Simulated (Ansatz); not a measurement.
Property card for InMo$_{3}$C

InMo$_{3}$C:
```yaml
crystal:
  lattice:
    - [4.19847, 0.00000, 0.00000]
    - [0.00000, 4.19847, 0.00000]
    - [0.00000, 0.00000, 4.19847]
  atoms:
    - { symbol: In, position: [0.00000, 0.00000, 0.00000] }
    - { symbol: Mo, position: [0.00000, 0.50000, 0.50000] }
    - { symbol: Mo, position: [0.50000, 0.00000, 0.50000] }
    - { symbol: Mo, position: [0.50000, 0.50000, 0.00000] }
    - { symbol: C, position: [0.50000, 0.50000, 0.50000] }
```

Space group Pm-3m (No. 221), anti-perovskite; conventional cell a = b = c = 4.198 Å, α = β = γ = 90.00°.

Method: the program Ansatz at the r²SCAN level (PAW). The cell and atoms are relaxed at this level. Other levels are named where they apply.

Cell and energy:

- Volume per atom = 14.80 Å³
- Density = 9.30 g/cm³
- Formation energy from the elements (no fitted shifts) = 0.17 eV/atom

Electronic structure:

- Electronic character: metallic (no gap)
- Density of states at the Fermi level: 0.69 states/eV per atom (mean over ±0.08 eV)
- Gap with spin–orbit coupling: none (metallic)

Mechanics:

* **Bulk modulus (Birch–Murnaghan fit)**: 235 GPa
* **Pressure derivative B′**: 4.4
* **Elastic constants (relaxed ions, GPa)**: C11 = 439, C12 = 133, C44 = 76.7
* **Mechanical stability**: stable (all eigenvalues of C positive)
* **Hill bulk and shear moduli**: 235 and 101 GPa
* **Young's modulus**: 266 GPa
* **Poisson's ratio**: 0.31
* **Debye temperature from the elastic constants**: 448 K

Charges:

Bader charges: In -0.08, Mo +0.58, C -1.67 e

The start of the workflow was typed in or built on a structure type; neither database checked (COD, Materials Project) lists it. Whether it is the stable phase at ambient conditions was not checked. The r²SCAN relaxation kept the symmetry of its start; whether a distortion lowers the energy is not shown. No spin polarisation was allowed. Its formation energy is positive at this level, so the cell may be metastable or incomplete. As this level gives no gap, shear constants depend on the k-mesh and smearing (Fermi–Dirac, 0.1 eV here). The references are the lowest solids computed at this level, not always the standard phases. Scalar-relativistic: spin–orbit coupling is off unless named, which matters more the heavier the elements.

Potentials: the earlier of the program's two PAW sets. The files were generated under PBE; for other functionals the program regenerates the frozen cores, and for LDA and PBEsol the local potential too.
